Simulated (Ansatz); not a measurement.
# SnSbSe₂I in Ansatz, relaxation

input.yaml:

```yaml
crystal:
  lattice:
    - [0.0, 4.103115, 0.0]
    - [6.77041, -2.051558, 0.0]
    - [0.2277, 0.0, -10.270771]
  atoms:
    - { symbol: I, position: [0.36336, 0.72672, 0.9229] }
    - { symbol: I, position: [0.63664, 0.27328, 0.0771] }
    - { symbol: Sb, position: [0.29385, 0.5877, 0.31524] }
    - { symbol: Sb, position: [0.70615, 0.4123, 0.68476] }
    - { symbol: Se, position: [0.07442, 0.14884, 0.74199] }
    - { symbol: Se, position: [0.92558, 0.85116, 0.25801] }
    - { symbol: Se, position: [0.3611, 0.7222, 0.55477] }
    - { symbol: Se, position: [0.6389, 0.2778, 0.44523] }
    - { symbol: Sn, position: [0.0, 0.0, 0.5] }
    - { symbol: Sn, position: [0.0, 0.0, 0.0] }
  symmetry: { tolerance: 0.0003 }
kpoints:
  mp_grid: { grid: [5, 5, 2], shift: [0, 0, 0] }
magnetization:
  spin_polarized: false
scf:
  occupations: { method: fermi_dirac, width: 0.0889 }
  lower_state_search: "off"
hamiltonian:
  pseudopotentials: { kind: paw }
  xc: r2scan
basis:
  ecutwfc: 500
  fft_grid_basis: typed
relax:
  max_steps: 80
  cell: { p_target: 0.0 }
  f_tol: 0.03
output:
  forces: true
  stress: true
  eigenvalues: true
  bader: false
  populations: true
  elf: true
  write_potential: true
  volumetric_format: npy
  dos:
    e_range: [-12, 8]
    de: 0.05
    projected: { site_lists: { I: [I], Sb: [Sb], Se: [Se], Sn: [Sn] } }
  write_density: true
checkpoint:
  read: saved_state
```

Launch command:

```bash
ansatz run input.yaml --threads 2 --pin off --max-ram 3584MiB --backend cpu --events-out ev --progress --plain --runs-dir out
```

Origin of the cell: a known structure type with other elements, at an estimated volume, so it need not be a known compound.

The saved state is a converged single point of the same cell.

Steps («new basis» is an SCF on plane waves selected anew at the same cell):

```tsv
step	ΔF (meV/atom)	max force component (eV/Å)	P (GPa)	volume (Å³)	SCF iterations	step was
1	0.0	1.520	6.13	285.32	6	accepted
2	-112.2	0.309	0.01	315.61	11	accepted
3	-113.6	0.603	0.51	317.07	8	accepted
4	-123.4	0.112	-0.23	322.54	7	accepted
5	-123.9	0.035	-0.04	321.48	5	accepted
6	-123.9	0.004	0.01	321.39	6	accepted
7	-124.3	0.004	0.02	321.39	7	new basis
```

Step 1, with forces in eV/Å:

```xyz
10
Lattice="0.000 4.103 0.000 6.770 -2.052 0.000 0.228 0.000 -10.271" Properties=species:S:1:pos:R:3:forces:R:3 pbc="T T T" step=1
I     5.130    0.000   -9.479   -1.520    0.000    0.683
I     1.868    2.052   -0.792    1.520    0.000   -0.683
Sb    4.051    0.000   -3.238   -0.001    0.000   -0.133
Sb    2.947    2.052   -7.033    0.001    0.000    0.133
Se    1.177    0.000   -7.621    0.770    0.000   -0.484
Se    5.821    2.052   -2.650   -0.770    0.000    0.484
Se    5.016    0.000   -5.698   -0.845    0.000   -0.502
Se    1.982    2.052   -4.573    0.845    0.000    0.502
Sn    0.114    0.000   -5.135    0.000    0.000    0.000
Sn    0.000    0.000    0.000    0.000    0.000    0.000
```

Step 2, with forces in eV/Å:

```xyz
10
Lattice="0.000 4.234 0.000 6.927 -2.117 -0.011 0.250 0.000 -10.762" Properties=species:S:1:pos:R:3:forces:R:3 pbc="T T T" step=2
I     5.086    0.000   -9.855    0.129    0.000    0.155
I     2.091    2.117   -0.918   -0.129    0.000   -0.155
Sb    4.151    0.000   -3.491   -0.112    0.000   -0.262
Sb    3.026    2.117   -7.282    0.112    0.000    0.262
Se    1.381    0.000   -8.034    0.095    0.000    0.239
Se    5.796    2.117   -2.739   -0.095    0.000   -0.239
Se    4.981    0.000   -6.050    0.140    0.000    0.309
Se    2.196    2.117   -4.723   -0.140    0.000   -0.309
Sn    0.125    0.000   -5.381    0.000    0.000    0.000
Sn    0.000    0.000    0.000    0.000    0.000    0.000
```

Step 3, with forces in eV/Å:

```xyz
10
Lattice="0.000 4.179 0.000 7.077 -2.090 -0.090 0.375 0.000 -10.725" Properties=species:S:1:pos:R:3:forces:R:3 pbc="T T T" step=3
I     5.355    0.000   -9.800    0.106    0.000    0.091
I     2.097    2.090   -1.015   -0.106    0.000   -0.091
Sb    4.122    0.000   -3.641    0.395    0.000    0.603
Sb    3.330    2.090   -7.174   -0.395    0.000   -0.603
Se    1.631    0.000   -7.965    0.052    0.000    0.101
Se    5.821    2.090   -2.850   -0.052    0.000   -0.101
Se    5.168    0.000   -6.054    0.202    0.000    0.043
Se    2.284    2.090   -4.761   -0.202    0.000   -0.043
Sn    0.187    0.000   -5.363    0.000    0.000    0.000
Sn    0.000    0.000    0.000    0.000    0.000    0.000
```

Step 4, with forces in eV/Å:

```xyz
10
Lattice="0.000 4.208 0.000 7.081 -2.104 -0.054 0.321 0.000 -10.828" Properties=species:S:1:pos:R:3:forces:R:3 pbc="T T T" step=4
I     5.372    0.000   -9.787   -0.025    0.000    0.002
I     2.030    2.104   -1.095    0.025    0.000   -0.002
Sb    4.187    0.000   -3.573    0.087    0.000   -0.022
Sb    3.214    2.104   -7.309   -0.087    0.000    0.022
Se    1.534    0.000   -8.045    0.112    0.000    0.028
Se    5.868    2.104   -2.837   -0.112    0.000   -0.028
Se    5.147    0.000   -6.043   -0.006    0.000    0.033
Se    2.254    2.104   -4.839    0.006    0.000   -0.033
Sn    0.160    0.000   -5.414    0.000    0.000    0.000
Sn    0.000    0.000    0.000    0.000    0.000    0.000
```

Step 5, with forces in eV/Å:

```xyz
10
Lattice="0.000 4.190 0.000 7.078 -2.095 -0.052 0.317 0.000 -10.843" Properties=species:S:1:pos:R:3:forces:R:3 pbc="T T T" step=5
I     5.356    0.000   -9.797   -0.002    0.000   -0.002
I     2.039    2.095   -1.098    0.002    0.000    0.002
Sb    4.188    0.000   -3.580    0.024    0.000   -0.009
Sb    3.207    2.095   -7.315   -0.024    0.000    0.009
Se    1.536    0.000   -8.056    0.035    0.000    0.016
Se    5.859    2.095   -2.839   -0.035    0.000   -0.016
Se    5.143    0.000   -6.048    0.011    0.000    0.015
Se    2.252    2.095   -4.847   -0.011    0.000   -0.015
Sn    0.159    0.000   -5.421    0.000    0.000    0.000
Sn    0.000    0.000    0.000    0.000    0.000    0.000
```

Step 7, with forces in eV/Å:

```xyz
10
Lattice="0.000 4.181 0.000 7.082 -2.091 -0.049 0.313 0.000 -10.855" Properties=species:S:1:pos:R:3:forces:R:3 pbc="T T T" step=7
I     5.353    0.000   -9.803    0.004    0.000   -0.004
I     2.042    2.091   -1.101   -0.004    0.000    0.004
Sb    4.189    0.000   -3.585    0.003    0.000   -0.004
Sb    3.206    2.091   -7.319   -0.003    0.000    0.004
Se    1.539    0.000   -8.063    0.001    0.000    0.000
Se    5.856    2.091   -2.841   -0.001    0.000    0.000
Se    5.147    0.000   -6.051    0.001    0.000    0.004
Se    2.248    2.091   -4.853   -0.001    0.000   -0.004
Sn    0.156    0.000   -5.428    0.000    0.000    0.000
Sn    0.000    0.000    0.000    0.000    0.000    0.000
```

* Free energy lowered by: 124.3 meV/atom
* Volume change: 12.64 %
* Final pressure: 0.02 GPa
* Relaxation steps listed: 7

Caveats: no spin-orbit coupling, though heavy elements are present; the relaxation held the start's symmetry, so the end may be a saddle point.

Time: 4.6 min on 2 threads of Arm Neoverse V2 (shared host), peak memory 1.5 GiB, from a saved density.
